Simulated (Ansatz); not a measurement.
Ti5WC6: phonons across the zone

Level of theory: Ansatz, DFT PBE, scalar-relativistic, plane waves, PAW. Settings: 420 eV plane-wave cutoff, Γ-centred 12×12×4 mesh, Fermi-Dirac smearing of 0.15 eV. No spin polarisation. Phonons by linear response, acoustic sum rule imposed.

Equilibrium structure at this level:
```xyz
12
Lattice="3.0705 0.0000 0.0000 0.0000 3.0705 0.0000 0.0000 0.0000 12.9838" Properties=species:S:1:pos:R:3 pbc="T T T"
Ti    0.0000    0.0000   10.7842
Ti    1.5353    1.5353    8.6443
Ti    0.0000    0.0000    6.4919
Ti    1.5353    1.5353    4.3395
Ti    0.0000    0.0000    2.1997
W     1.5353    1.5353    0.0000
C     0.0000    0.0000    8.6576
C     1.5353    1.5353    6.4919
C     0.0000    0.0000    4.3262
C     1.5353    1.5353    2.1546
C     0.0000    0.0000    0.0000
C     1.5353    1.5353   10.8292
```

The cell was found from a structure generator's guess, not taken from experiment. In a metal, frequencies and elastic constants depend on the k mesh and the smearing, soft modes and shear constants most. Spin–orbit coupling is left out, which matters for heavy elements. The q mesh is coarse, so values between its points are rough.

Force constants from linear response on a 2×2×1 q mesh.

(1) Is the structure dynamically stable on the q mesh?

(2) Give the frequencies (cm⁻¹) at the zone-boundary points of high symmetry (interpolated where a point lies off the q mesh).

Results:

(1) No: at q = (0.000, -0.500, 0.000) a mode is imaginary, 42i cm⁻¹.

(2)
```tsv
point	q	frequencies
X	0.000 0.500 0.000	42i 78 113 228 235 236 243 244 247 260 262 264 272 359 382 397 422 427 548 556 565 566 569 572 572 574 575 577 594 636 661 672 679 699 700 722
M	0.500 0.500 0.000	125 125 156 276 289 289 291 291 302 302 318 318 323 329 335 335 344 344 536 536 546 550 552 552 555 555 579 579 587 587 597 597 609 618 619 620
Z	0.000 0.000 0.500	54 54 78 78 92 127 164 164 208 208 212 256 256 275 275 292 327 347 502 502 514 514 515 515 521 521 522 545 545 552 552 567 614 618 635 640
R	0.000 0.500 0.500	42i 78 114 231 232 236 243 244 246 260 265 268 268 367 373 399 423 425 548 558 566 566 568 571 572 574 575 578 594 644 661 665 675 689 706 728
A	0.500 0.500 0.500	125 125 157 273 290 291 291 295 302 302 319 319 323 327 334 334 344 344 538 538 543 543 559 561 568 568 573 573 582 587 588 588 597 597 631 641
```
